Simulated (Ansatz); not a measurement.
All numbers below come from DFT PBE, scalar-relativistic, plane waves, PAW (Ansatz). All cells share a 420 eV cutoff and Γ-centred k meshes spaced at most about 0.3 Å⁻¹ (about 0.25 or finer for metals, 2π included). No spin polarisation in the final relaxations.

Temperature and zero-point effects are left out.

Compare these two cells of Ga₃Te₂O, each relaxed at this level.

A.

```
Ga Te O
1.0
     3.23072    0.00000    0.00000
     0.00000    3.23072    0.00000
     0.00000    0.00000   11.20077
Ga Te O
3 2 1
Direct
  0.00000 0.00000 0.66609
  0.00000 0.00000 0.33391
  0.50000 0.50000 0.50000
  0.50000 0.50000 0.86047
  0.50000 0.50000 0.13953
  0.00000 0.00000 0.00000
```

B.

```
Ga Te O
1.0
     4.18357    0.00000    0.00000
    -2.09178    3.62307    0.00000
     0.00000    0.00000    8.22131
Ga Te O
3 2 1
Cartesian
  2.0918 1.2077 4.1107
  0.0000 0.0000 0.0000
  0.0000 0.0000 4.1107
  0.0000 2.4154 2.0061
  0.0000 2.4154 6.2152
  2.0918 1.2077 0.0000
```

Problem. Which form is favoured at zero pressure, and by what margin per atom?

Solution. B is lower, by 67 meV/atom. A has space group P4/mmm (No. 123), 19.5 Å³/atom and no gap on its mesh; B has space group P-6m2 (No. 187), 20.8 Å³/atom and no gap. Counting O or Te atoms around Ga (for each partner element, those within 1.25 times its shortest distance or 1.15 times the sum of covalent radii, where it is the nearest in units of that sum or under 1.3; the shortest distance is added where it exceeds 1.18 times the sum of covalent radii; a slash parts the counts of unlike sites), A has Ga 2 from 4.0 Å/4 from 3.2 Å and B has Ga 6 from 3.2 Å/9 from 2.4 Å. The lower one is the more open, so pressure narrows the difference. Even the lower one lies +0.12 eV/atom against the reference forms of the elements (uncorrected), a margin that errors in the energy of the gaseous reference can exceed. In A, Ga on a site of symmetry 4mm has 4 Ga at 2.95 Å, 4 Te at 3.16 Å, 4 Ga at 3.23 Å, 1 Ga at 3.72 Å and 1 O at 3.74 Å; around Te lie 4 O at 2.77 Å, 5 Te at 3.13–3.23 Å and 4 Ga at 3.16 Å; around O lie 8 Te at 2.77 Å, 4 O at 3.23 Å and 2 Ga at 3.74 Å; 1 more site not described. In B, around Ga on its first site lie 3 Ga at 2.42 Å and 6 Te at 3.20 Å; Te is surrounded by 9 Ga at 3.14–3.20 Å and 3 O at 3.14 Å; O is surrounded by 3 Ga at 2.42 Å and 6 Te at 3.14 Å; 2 more sites not described. Both come from invented guesses. A third cell relaxed alike, in R-3m, lies 189 meV/atom below the lower of the two.

These runs have no spin–orbit coupling, which can matter for Te. In P4/mmm, P-6m2 an odd number of electrons in the primitive cell allows no gap without spin; a larger cell or a magnetic state could open one. A magnetic state wasn't ruled out in cells without spin, among them P4/mmm, P-6m2. Cells relaxed within their symmetry can be saddle points.
